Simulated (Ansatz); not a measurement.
The relaxed structure here is a generated cell of Bi: the first start was made by placing the elements on the sites of a structure type, and the end was not matched to a known phase here, so it may be hypothetical. Known forms of Bi include space group No. 166.

One starting cell of Bi (a generated cell, Bi placed in the fcc structure type) was relaxed twice with Ansatz (plane waves, PAW, scalar-relativistic): with r2SCAN at 500 eV and with PBE at 420 eV. The r2SCAN result:

```
CELL_PARAMETERS angstrom
      0.00000     2.50266     2.50266
      2.50266     0.00000     2.50266
      2.50266     2.50266     0.00000
ATOMIC_POSITIONS crystal
  Bi 0.00000 0.00000 0.00000
```

```
quantity                          r2SCAN    PBE
--------------------------------  ------  -----
space group                        Fm-3m  Fm-3m
volume (Å³/atom)                   31.35    [?]
a (Å)                              5.005    [?]
gap (eV, no spin-orbit coupling)    0.00    [?]
```

Question: What does PBE give for the same quantities?

Answer: 
- volume (Å³/atom), PBE: 31.81
- a (Å), PBE: 5.029
- gap (eV, no spin-orbit coupling), PBE: 0.00

Both levels end in the same structure; PBE's volume is 1.5 % larger. Neither column is exact.

No spin polarisation in the result.

The run could not lose the symmetry of its start, so the end can be a saddle point.

Ansatz is a first-principles code.
